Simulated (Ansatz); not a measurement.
BaGa$_{2}$H$_{2}$:
```
BaGa2H2
1.0
    4.51554     0.00000     0.00000
   -2.25777     3.91057     0.00000
    0.00000     0.00000     4.95721
Ba Ga H
1 2 2
Direct
  0.00000   0.00000   0.00000
  0.33333   0.66667   0.46801
  0.66667   0.33333   0.53199
  0.33333   0.66667   0.13081
  0.66667   0.33333   0.86919
```

Relaxed with r²SCAN. Special points in fractions of this cell's reciprocal vectors: Γ (0.000, 0.000, 0.000); M (0.500, 0.000, 0.000); K (0.333, 0.333, 0.000); A (0.000, 0.000, 0.500); L (0.500, 0.000, 0.500); H (0.333, 0.333, 0.500).

**Question.** List the band energies nearest the Fermi level at these points for r²SCAN (plane waves, PAW; program Ansatz).

**Answer.** In eV from the Fermi level; about four levels below and three above (degenerate sets whole), none deeper than 8.9 eV; points with the same levels are listed once.

```csv
k,below,above
Γ,-5.16 -3.61 -0.55 -0.55,0.37 3.72 3.72 3.72
M,-3.46 -2.39 -1.02 -0.13,2.11 2.97 3.17
K,-7.25 -7.25 -3.05 -2.86 -2.86,1.21 1.21 3.33
A,-8.70 -6.94 -2.70,0.26 0.27 0.27
L,-6.34 -4.26 -3.51 -1.69,1.91 4.22 4.53
H,-7.37 -7.37 -3.76 -3.76 -2.01,3.55 4.02 4.02
```

Space group P-3m1. The workflow started from a Materials Project entry (that database holds measured and hypothetical structures alike); the Crystallography Open Database files this formula in space group No. 164, but the cells were not matched. Whether it is the stable phase at ambient conditions was not checked. Symmetry was held in the r²SCAN relaxation; its stability against distortions is not shown here. Scalar-relativistic: spin–orbit coupling is off unless named, which matters more the heavier the elements.

Potentials: the later of the program's two PAW sets.
